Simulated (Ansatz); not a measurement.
CuI (wurtzite)

```yaml
crystal:
  lattice:
    - [4.18699, 0.00000, 0.00000]
    - [-2.09349, 3.62604, 0.00000]
    - [0.00000, 0.00000, 6.89779]
  atoms:
    - { symbol: Cu, position: [0.66667, 0.33333, 0.87373] }
    - { symbol: Cu, position: [0.33333, 0.66667, 0.37373] }
    - { symbol: I, position: [0.66667, 0.33333, 0.50127] }
    - { symbol: I, position: [0.33333, 0.66667, 0.00127] }
```

This relaxed cell (volume V₀) is scaled evenly in all directions, its shape held. The atoms relax within the cell's symmetry.

These are PBEsol (plane waves to 420 eV, PAW, scalar-relativistic; Ansatz, a first-principles code) values and carry that method's errors. k mesh 9×9×5 (Γ-centred), Fermi-Dirac smearing 0.05 eV. Stress and pressure are positive under compression. CuI is run without spin polarisation. CuI was relaxed with its symmetry unable to fall. Spin-orbit coupling is left out, though I is heavy. This is one of several known forms of CuI; the measured ambient cells at hand have space group No. 156 or 216.

At one point of the scan the stress tensor (GPa) is:

```
  -1.33     0.00     0.00
   0.00    -1.33     0.00
   0.00     0.00    -1.37
```

### Question
Which point is it?
A) V/V₀ = 1.030
B) V/V₀ = 1.015
C) V/V₀ = 1.045
D) V/V₀ = 1.060

### Answer
A, V/V₀ = 1.030

(A scan under strain: stresses follow from slopes of the energy per volume, elastic moduli from its curvatures.)
